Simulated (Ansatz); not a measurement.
## SrBrCl: stable or not

It was reached by relaxing an invented guess, and it needn't be the stable form of this composition.

All numbers below come from DFT PBE, scalar-relativistic, plane waves, PAW in Ansatz 0.2.0. The final run on the 3-atom cell used 420 eV, a Γ-centred 6×6×1 mesh, 0.02 eV smearing and no spin polarisation.

The sheet is periodic along a and b; c holds vacuum.

```xyz
3
Lattice="4.2948 0.0000 0.0000 -2.1474 3.7194 0.0000 0.0000 0.0000 30.9038" Properties=species:S:1:pos:R:3 pbc="T T F"
Sr    0.0000    0.0000    9.1152
Br    0.0000    2.4796    7.2697
Cl    0.0000    2.4796   10.7231
```

The zero of energy is the elements' standard structures at the same level (Cl₂ as a molecule); no fitted shifts are applied. The references include crystalline Br.

Problem. These tests were run: energy against the elements; phonons on a 3×3×1 q mesh. What do they show?

Solution.

| test | result |
| --- | --- |
| energy against the elements | −2.176 eV/atom |
| phonons on a 3×3×1 q mesh | no imaginary mode on the mesh, but the interpolation dips to 9i cm⁻¹ between its points |

It fails none of these tests. Other phases of the system weren't compared here, so this isn't yet thermodynamic stability.

The reference form of Br is held partly by dispersion forces, which this level lacks. The run for the phonons used a 6×6×1 k mesh.
